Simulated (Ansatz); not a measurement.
A relaxed cell of AlRu (Pm-3m (No. 221)), relaxed on a k-mesh at least as fine as the one used below. These are PBEsol (plane waves to 420 eV, PAW, scalar-relativistic; Ansatz, a program for electronic structure) values and carry that method's errors. Γ-centred k-mesh 11×11×11 on the run's cell (coarser than for final values), Fermi–Dirac smearing 0.05 eV.

```xyz
2
Lattice="2.9763 0.0000 0.0000 0.0000 2.9763 0.0000 0.0000 0.0000 2.9763" Properties=species:S:1:pos:R:3 pbc="T T T"
Al     0.0000     0.0000     0.0000
Ru     1.4882     1.4882     1.4882
```

The atoms are displaced by (Å):

```csv
atom,ux,uy,uz
Al1,-0.011,0.049,0.194
Ru2,-0.191,-0.931,0.247
```

Task: What forces (eV/Å) and pressure result?

Result: 
```
atom     Fx     Fy     Fz
----  -----  -----  -----
Al1   -5.23  -5.34   1.77
Ru2    5.24   5.34  -1.77
```

Pressure +59.4 GPa.

Task: Estimate the energy cost of the displacement in the harmonic approximation and compare with the calculation.

Result: For a harmonic well ΔE = −½ Σ F·u = 3.134 eV a cell, or 1567 meV/atom. The calculated energy relative to the undisplaced cell is +1.85 eV/atom, so anharmonic terms matter at this amplitude.

No spin polarisation in the result.

The run that gave the undisplaced cell could not lose the symmetry of its start; a randomly shaken copy of 2 atoms returns to this structure.
